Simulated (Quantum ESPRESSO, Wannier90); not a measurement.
## HgTe (P3₂21): Wannier90 run

```xyz
6
Lattice="4.6629 0.0000 0.0000 -2.3315 4.0382 0.0000 0.0000 0.0000 10.4080" Properties=species:S:1:pos:R:3 pbc="T T T"
Hg    -0.7267    -1.2586     0.0000
Hg     1.4533     0.0000    -3.4693
Hg    -0.7267     1.2586     3.4693
Te    -1.1337    -1.9637     5.2040
Te     2.2675     0.0000     1.7347
Te    -1.1337     1.9637    -1.7347
```

Materials Project entry mp-1071269; symmetrised, unrelaxed at this level. Not found in the COD (Crystallography Open Database) copy used, which has the formula in other groups; not checked further. Method: PBEsol plane waves in Quantum ESPRESSO 7.5 (PseudoDojo norm-conserving files, 66 Ry, no spin polarisation, no spin-orbit coupling), Bloch states on a 4×4×4 mesh through Γ, Wannier90 4.0.1. Density: 12×12×4 mesh, Gaussian smearing 0.01 Ry. The cell is built of weakly bound layers, chains or molecules. Database cells relaxed without dispersion often hold them too far apart, which can enlarge gaps and weakens couplings between them; spacing and stacking were not compared with the measured crystal. Spin-orbit coupling is left out although heavy elements are present.

A tight-binding model is made by disentanglement and projection with no localisation steps (num_iter = 0), so the 24 orbitals stay atom-like: hydrogen-like Hg: s;p; Te: s;p, axes along x, y, z; frozen window up to 2.14 eV relative to the valence-band maximum. It follows pw.x to 11 meV rms for states up to 1.6 eV relative to the valence-band maximum. Matrix elements depend on this choice of orbitals and windows. Bands 31–45 (Hg 5d 94 %) lie between the kept ones and are excluded.

**Question.** Which pairs of orbitals on different sites are coupled most strongly? Give distance, modulus and how many such pairs a cell has.

**Answer.** 
| orbital | orbital | distance of the centres (Å) | modulus (eV) | pairs |
|---|---|---|---|---|
| Hg py | Te s | 2.65 | 1.85 | 2 |
| Hg py | Te pz | 2.75 | 1.82 | 2 |
| Hg pz | Te py | 2.77 | 1.76 | 2 |
| Hg px | Te s | 2.69 | 1.70 | 2 |
| Hg px | Te pz | 2.79 | 1.67 | 2 |
| Hg pz | Te px | 2.77 | 1.64 | 2 |
| Hg s | Te py | 2.77 | 1.53 | 2 |
| Hg px | Te s | 2.61 | 1.51 | 2 |
| Hg pz | Te s | 2.65 | 1.49 | 6 |
| Hg px | Te pz | 2.71 | 1.48 | 2 |
| Hg pz | Te px | 2.72 | 1.41 | 2 |
| Hg s | Te px | 2.77 | 1.40 | 2 |
| Hg s | Te s | 2.65 | 1.29 | 6 |
| Hg s | Te px | 2.71 | 1.25 | 2 |
| Hg s | Te pz | 2.75 | 1.23 | 6 |
| Hg py | Te py | 2.77 | 1.14 | 2 |
| Hg py | Te s | 2.69 | 1.09 | 2 |
| Hg pz | Te py | 2.72 | 1.08 | 2 |
| Hg py | Te pz | 2.79 | 1.07 | 2 |
| Hg px | Te py | 2.68 | 1.07 | 2 |
| Hg py | Te py | 3.33 | 1.05 | 2 |
| Hg py | Te py | 3.66 | 1.02 | 2 |
| Hg py | Te px | 2.76 | 0.99 | 2 |
| Hg px | Te pz | 3.32 | 0.97 | 2 |
| Hg py | Te pz | 3.32 | 0.97 | 2 |
| Hg px | Te px | 3.36 | 0.96 | 2 |
| Hg px | Te px | 2.67 | 0.92 | 2 |
| Hg pz | Te py | 3.34 | 0.89 | 2 |
| Hg s | Te py | 2.71 | 0.89 | 2 |
| Hg pz | Te px | 3.36 | 0.88 | 2 |
